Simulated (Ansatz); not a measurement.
Computed with DFT PBE, scalar-relativistic, plane waves, PAW (Ansatz). Settings: cutoff 420 eV, Γ-centred meshes spaced at most about 0.3 Å⁻¹, and about 0.25 Å⁻¹ or finer for metals (2π included), Gaussian smearing. No spin polarisation in the final relaxations.

These are static total energies at zero pressure. All come from trial cells, and lower structures may exist.

Question: Order these relaxed structures of TeP2 by energy, lowest first, with the energy over the lowest of them.
A.

Space group P6/mmm (No. 191). a = 4.186 Å, b = 4.186 Å, c = 4.020 Å, α = 90.00°, β = 90.00°, γ = 120.00°
```json
{"atom": "Te", "site": "1a", "symmetry": "6/mmm", "x": "0.0000", "y": "0.0000", "z": "0.0000"}
{"atom": "P", "site": "2d", "symmetry": "-6m2", "x": "0.3333", "y": "0.6667", "z": "0.5000"}
```

B.

Space group Fm-3m (No. 225). a = 6.542 Å, b = 6.542 Å, c = 6.542 Å, α = 90.00°, β = 90.00°, γ = 90.00°
```
atom  site  symmetry       x       y       z
  Te    4a      m-3m  0.0000  0.0000  0.0000
   P    8c      -43m  0.2500  0.7500  0.7500
```

Answer: A (0 meV/atom), B (302 meV/atom). Forms: A AlB2 type, P6/mmm; B fluorite type, Fm-3m. Counting all near atoms (for each partner element, those within 1.25 times its shortest distance or 1.15 times the sum of covalent radii, where it is the nearest in units of that sum or under 1.3; a plus sign parts groups by distance over the sum of covalent radii; the shortest distance is added where it exceeds 1.18 times the sum of covalent radii): A has Te 12 from 3.1 Å, P 3+6; B has Te 8, P 4. A holds P–P nets (shortest 2.42 Å); in B the shortest P–P distance is 3.27 Å. Even the lowest lies +0.59 eV/atom against the elements.

Weakly bound directions are ill-defined at this level, which has no dispersion term (P6/mmm), and this can change margins and order among such cells. Spin–orbit coupling, which can matter for Te, is left out. Cells relaxed within their symmetry can be saddle points. Some types were kept out of the candidates beforehand, so the set may lack a known form.
